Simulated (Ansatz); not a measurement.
SrTe:
```xyz
2
Lattice="0.0000 3.3529 3.3529 3.3529 0.0000 3.3529 3.3529 3.3529 0.0000" Properties=species:S:1:pos:R:3 pbc="T T T"
Sr     0.0000     0.0000     0.0000
Te     3.3529     3.3529     3.3529
```

r²SCAN in the plane-wave PAW code Ansatz gives a gap of 2.17 eV without spin–orbit coupling, maximum at Γ, minimum at X.

Q: What happens when spin–orbit coupling is switched on?

A: The gap falls by 0.27 eV, to 1.90 eV; maximum at Γ, minimum at X.

Q: How large is the spin–orbit splitting of the valence top at Γ?

A: The fourfold level lies 0.85 eV above the split-off pair.

Q: Give the electron effective mass with spin–orbit coupling.

A: 0.26, 0.26, 1.3 mₑ (principal values).

Q: Give the hole effective mass with spin–orbit coupling, band 1 of 2 at the edge.

A: 0.88 along [100], 0.66 along [110], 0.61 along [111] (mₑ).

Q: Give the hole effective mass with spin–orbit coupling, band 2 of 2 at the edge.

A: 0.21 along [100], 0.23 along [110], 0.24 along [111] (mₑ).

Space group Fm-3m (rock salt). Symmetry was held in the r²SCAN relaxation.

Potentials: the later of the program's two PAW sets.
